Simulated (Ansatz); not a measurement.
# Calculated with Ansatz: RbP$_{2}$SF, settings compared

The input file (Ansatz 0.2.0, plane waves):

```yaml
crystal:
  lattice:
    - [7.640278, 0.0, 0.0]
    - [0.0, 6.276709, 0.0]
    - [-1.500784, 0.0, 4.945877]
  atoms:
    - { symbol: F, position: [0.8754, 0.25, 0.7676] }
    - { symbol: F, position: [0.1246, 0.75, 0.2324] }
    - { symbol: P, position: [0.6963, 0.0418, 0.3311] }
    - { symbol: P, position: [0.3037, 0.5418, 0.6689] }
    - { symbol: P, position: [0.3037, 0.9582, 0.6689] }
    - { symbol: P, position: [0.6963, 0.4582, 0.3311] }
    - { symbol: S, position: [0.83, 0.25, 0.4204] }
    - { symbol: S, position: [0.17, 0.75, 0.5796] }
    - { symbol: Rb, position: [0.28592, 0.25, 0.1555] }
    - { symbol: Rb, position: [0.71408, 0.75, 0.8445] }
  symmetry: { tolerance: 0.0003 }
kpoints:
  mp_grid: { grid: [3, 3, 4], shift: [0, 0, 0] }
magnetization:
  spin_polarized: false
scf:
  occupations: { method: fermi_dirac, width: 0.0207 }
hamiltonian:
  pseudopotentials: { kind: paw }
  xc: pbe
basis:
  ecutwfc: 420
output:
  forces: true
  stress: true
  eigenvalues: true
```

The command:

```bash
ansatz run input.yaml --threads 1 --pin off --max-ram 2560MiB --backend cpu --events-out ev --progress --plain --runs-dir out
```

Origin of the cell: a known structure type with other elements, at an estimated volume, so it need not be a known compound.

Output of this run (shortened):

```
Pseudopotentials: kind: paw
Pseudopotential: F, paw, valence charge 7, recommended cutoff 420 eV (normal), F.paw.azcp
Pseudopotential: P, paw, valence charge 5, recommended cutoff 420 eV (normal), P.paw.azcp
Pseudopotential: S, paw, valence charge 6, recommended cutoff 420 eV (normal), S.paw.azcp
Pseudopotential: Rb, paw, valence charge 9, recommended cutoff 420 eV (normal), Rb.paw.azcp
Functional definition: PBE
  exchange = pbe_x(kappa = kappa, mu = beta*pi^2/3)
  correlation = pbe_c(beta = beta)
Crystal: 10 atoms, lattice volume = 237.183 Å³
Basis set: ecut = 420 eV, 4653 PW (Γ), exchange–correlation on 108×90×72 points (8 copies of the dense FFT grid, shifted against one another)
Bands: 42, of which v1, the nominal top of the filled ones, is band 32 counted from 1 (31 counted from 0)
Symmetry: 4 space group operations
[… 10 lines left out …]
Initial density: superposition of atomic densities (neutral atoms: chi_scale 0, normalization atom), corrected by the library's trained network
Functional: x = pbe(κ = 0.804, μ = 0.219515), c = pbe(β = 0.066725)
SCF iter   1: F=—  HF=-12962.011331 eV  Δρ=9.58e-3  dr2=3.00e-1  defer=4
SCF iter   2: F=—  HF=-12961.977042 eV  Δρ=7.48e-3  dr2=1.76e-1  defer=64
SCF iter   3: F=—  HF=-12961.930896 eV  Δρ=1.88e-3  dr2=1.34e-2  defer=64
SCF iter   4: F=—  HF=-12961.928430 eV  Δρ=5.99e-4  dr2=1.69e-3  defer=64
SCF iter   5: F=—  HF=-12961.928403 eV  Δρ=2.26e-4  dr2=1.95e-4  defer=64
SCF iter   6: F=—  HF=-12961.928418 eV  Δρ=9.69e-5  dr2=3.27e-5  defer=64
SCF iter   7: F=—  HF=-12961.928451 eV  Δρ=3.68e-5  dr2=5.60e-6  defer=64
SCF iter   8: F=—  HF=-12961.928451 eV  Δρ=1.15e-5  dr2=4.56e-7  defer=64
SCF iter   9: F=-12961.928451 eV  HF=-12961.928451 eV  Δρ=3.17e-6  dr2=2.47e-8
SCF 1 converged in 9 iterations: F = -12961.928451 eV  dr2 = 2.47e-8
SCF converged after 9 iterations
Free energy (F): -12961.928451 eV
Harris-Foulkes:  -12961.928451 eV  (|F-HF|=9.32e-9)
Internal energy: -12961.920357 eV  (E = F + TS)
E sigma→0 (E₀):  -12961.924404 eV
Entropy (-TS):   -0.008094 eV (-0.809 meV/atom)
Fermi energy:    4.643380 eV
--- Per-component energies (eV) ---
  E_band       = -314.053943
  E_kinetic    = 1352.678517
  E_local      = -3631.382551  (includes V_loc(G=0)·N_el)
  E_nonlocal   = 701.486255
  E_hartree    = 1213.979053
  E_xc         = -875.696530
  E_vxc        = -914.791978  (∫ρ·V_xc dr)
  E_paw        = -9119.664928  (= ΣΔE_a)
  E_vpaw       = -250.007189  (= ΣTr[D̂ρ^β])
  E_aug_tail   = 0.004121  (compensation charges beyond the density's cutoff)
  E_ewald      = -2603.324294
  E_smearing   = -0.008094  (= −TS)
  Σ components = -12961.928451   (vs F -12961.928451, Δ=0.00e0)
--- Forces (eV/Å), atoms counted from 1 ---
  atom   1  F      0.625768     0.000000     2.889543
  atom   2  F     -0.625768     0.000000    -2.889543
  atom   3  P    -10.626675   -14.924391    -6.121197
[… 2 lines left out …]
  atom   6  P    -10.626675    14.924391    -6.121197
  atom   7  S     21.570356     0.000000     9.915115
  atom   8  S    -21.570356     0.000000    -9.915115
  atom   9  Rb    -1.000506     0.000000    -0.133708
  atom  10  Rb     1.000506     0.000000     0.133708
  max |Σ_I F_I| component: 0.00e0 eV/Å
--- Stress (GPa, compression-positive) ---
       28.570591       0.000000      13.052561
        0.000000      54.911818       0.000000
       13.052563       0.000000      19.411979
  P = ⅓ Tr σ = 34.2981 GPa (342.981 kbar)
```

The same input was run again with these changes:

1. `scf.lower_state_search` default → standard; `kpoints.mp_grid.grid` [3, 3, 4] → [1, 1, 1]
2. `scf.occupations.width` 0.0207 → default; `scf.occupations.method` fermi_dirac → tetrahedron; `scf.mixing.preconditioner` default → kerker_dos; `scf.n_extra_bands` default → 32
3. `crystal.symmetry` { tolerance: 0.0003 } → { detect: false }; `hamiltonian.xc` pbe → pbesol
4. `kpoints.mp_grid.shift` [0, 0, 0] → [0.5, 0.5, 0.5]

| run | end | SCF iterations | P (GPa) | max force component (eV/Å) | moment (μB) | ΔE(σ→0) (meV/atom) |
| --- | --- | --- | --- | --- | --- | --- |
| base | converged | 9 | 34.30 | 21.570 | – | 0 |
| 1 | converged | 9 | 33.15 | 24.107 | – | -43.97 |
| 2 | converged | 11 | 34.32 | 21.781 | – | 0.05 |
| 3 | converged | 9 | 32.15 | 21.181 | – | – |
| 4 | converged | 10 | 34.30 | 21.482 | – | -11.05 |

Energies are compared only where functional, datasets, charge and starting cell are the same.

Not properties of the system: run 1 (too coarse or loose: `kpoints.mp_grid.grid` = [1, 1, 1]).

Caveats of the base run: no spin, though holes on the anions or broken bonds may carry moments; the given cell is far from equilibrium, with atoms too close or a volume far off; the k mesh is coarse if the cell is a metal.

Run 2: forces and stress under tetrahedra may miss the slope of the energy.

The base run took 7.9 s of wall time on 1 CPU thread(s) of a shared host, from the program's own first density.
